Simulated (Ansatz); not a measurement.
What DFT gives for Y₂H₂C

```
CELL_PARAMETERS angstrom
5.39950 3.14740 -0.01233
-1.80683 3.15952 0.00231
1.78433 3.15090 5.97935
ATOMIC_POSITIONS crystal
H 0.34428 0.68749 0.56221
H 0.84979 0.20236 0.63860
H 0.14674 0.91291 0.34686
H 0.68741 0.33637 0.36639
Y 0.07291 0.34740 0.24593
Y 0.57595 0.90502 0.17370
Y 0.46126 0.03719 0.81335
Y 0.91275 0.56137 0.80199
C 0.99743 0.90772 0.02948
C 0.48919 0.59207 0.99584
```

The numbers come from plane-wave PAW DFT (Ansatz): m-r2SCAN, no spin polarisation, 500 eV, 3×5×3 (shifted by 0.5, 0.5, 0.5 steps) k points, fermi-dirac occupations (width 0.029 eV). Nothing was relaxed.

**Forces.** The largest is on Y7: 13.08 eV/Å, components (-9.78, 1.59, -8.55). It makes 163° with the line to a nearest neighbour, C10 at 1.84 Å, pointing away from it.
**Contacts.** H–Y at 1.70 Å: least valence density 0.74 e/Å³ and ELF 0.43 there. Y–C at 1.84 Å: least valence density 1.22 e/Å³ and ELF 0.46 there. H–H at 2.33 Å: least valence density 0.11 e/Å³ and ELF 0.18 there. Both are smooth PAW fields, read partly inside the augmentation spheres.
**Electronic structure.** It is a metal, with about 0.76 states/eV a cell as the mean within 0.25 eV of the Fermi level, mostly Y d (62 %) and C p (22 %).
**Stress.** The pressure is 18.7 GPa (compression positive), so with the atoms held at these fractions the cell would first expand; the forces are large, so a full relaxation may end otherwise. The principal stresses 9.4, 12.0, 34.6 GPa differ, so its shape would change too.

Origin: a strained cell with displaced atoms, so it need not be a known compound. Caveats: the k mesh is coarse if the cell is a metal; atoms or cell far from equilibrium; m-r2SCAN is r2SCAN with a changed spin dependence that lowers moments.
